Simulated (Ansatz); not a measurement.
Fe3Ge in space group Fm-3m (No. 225; Fe on 4b, Fe on 8c, Ge on 4a), plane-wave PAW r²SCAN (Ansatz code), all energies at zero smearing, with the estimated change up to a 700 eV cutoff added, with one set of potentials and settings (totals compare only within such a set). Cell of 4 atoms (3 Fe, 1 Ge): -17760.637 eV.

```tsv
element	reference phase	E (eV/atom)
Fe	Im-3m, 1 atoms in the cell, spin-polarised	-4485.8961
Ge	Fd-3m, 2 atoms in the cell	-4302.9041
```

Formation energy per atom, worked out: (-17760.637 − 3×(-4485.8961) − 1×(-4302.9041))/4 = -0.011 eV/atom (-1 kJ per mol of atoms), at 0 K, without zero-point energy or fitted corrections.

The first step of the workflow began from a Materials Project structure, measured or hypothetical; the Crystallography Open Database copy checked does not list it. COD files the formula under space group No. 194, so this cell is another polymorph or a model. Whether it is the stable phase at ambient conditions was not checked. The cell was relaxed with r²SCAN under the symmetry of its start; its stability against distortions is not shown here. Spin order of the final state: ferromagnetic, the only order run, not a proven ground state. Other orbital occupations within this spin state were not tried. The references are the lowest solids computed at this level, not always the standard phases.

Potentials: the later of the program's two PAW sets.
